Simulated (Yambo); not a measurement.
A G0W0@PBEsol run in Yambo for NiSi3P4 (space group I-42m, No. 121) (4×4×4 Γ-centred k mesh, bands 5 to 149 and a 6 Ry block in the screening, 149 bands in G with the Bruneval-Gonze terminator, plasmon pole fitted at 27.2 eV) gives these matrix elements, in eV, at the band edges (Γ → Z):

| state | E0 | <Vxc> | <Σx> | <Σc(E0)> | Z |
|---|---|---|---|---|---|
| valence edge | 0.000 | -18.216 | -20.669 | 2.373 | 0.751 |
| conduction edge | 0.264 | -11.436 | -7.796 | -3.421 | 0.782 |

Problem. Solve the linearised quasiparticle equation for both states, give the gap, and say how exchange and correlation each act on it.

Solution. E = E0 + Z(Σx + Σc − Vxc). Valence: 0.000 + 0.751 × (-20.669 + (2.373) − (-18.216)) = -0.06 eV. Conduction: 0.264 + 0.782 × (-7.796 + (-3.421) − (-11.436)) = 0.44 eV. The gap is 0.50 eV, against 0.26 eV in PBEsol. Replacing Vxc by bare exchange alone would open it by 6.09 eV; correlation takes back 5.79 eV of that, and Z scales what is left. Convergence of the G0W0 settings was not tested. 

Geometry of the Materials Project entry, not relaxed at this level; primitive cell a = b = c = 6.334 Å, α = β = 131.85°, γ = 70.47°.

The runs are not spin-polarised; magnetic order was not tried.
